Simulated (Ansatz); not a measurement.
**Which of these structures of ReP2 lies lowest?**

Level of theory: DFT, PBE, all-electron LAPW, scalar-relativistic (Ansatz 0.2.0).

Each cell is taken as listed (from a database or a relaxation; residual pressures are under 0.6 GPa and forces under 0.08 eV/Å), on meshes of about 0.2 Å⁻¹ spacing; energies are extrapolated to zero smearing, with no zero-point or thermal terms. Other structures, the observed one among them, may be missing from this set and lie lower. No run is spin-polarised.

Spin polarisation is left out, and whether a magnetic state lies lower isn't shown here.

Spin–orbit coupling is left out, though it moves levels of the heavy atoms by tenths of an eV or more.

Q: Order the structures by energy per atom, lowest first, and give the differences.
A.
```
Re P
1.0
     3.08828    0.00000    0.00000
    -1.54414    2.67453    0.00000
     0.00000    0.00000    5.15013
Re P
1 2
Direct
  0.00000 0.00000 0.00000
  0.33333 0.66667 0.32533
  0.66667 0.33333 0.67467
```
(CdI2 type, relaxed by us; 12×12×7 mesh on the primitive cell, smearing 0.08 eV, P = 0.0 GPa)
B.
```
Re P
1.0
     0.00000    2.87279    2.87279
     2.87279    0.00000    2.87279
     2.87279    2.87279    0.00000
Re P
1 2
Cartesian
  0.0000 0.0000 0.0000
  1.4364 1.4364 1.4364
  4.3092 4.3092 4.3092
```
(fluorite type, relaxed by us; 11×11×11 mesh on the primitive cell, smearing 0.03 eV, P = 0.0 GPa)

A: A (0 meV/atom), B (239 meV/atom).
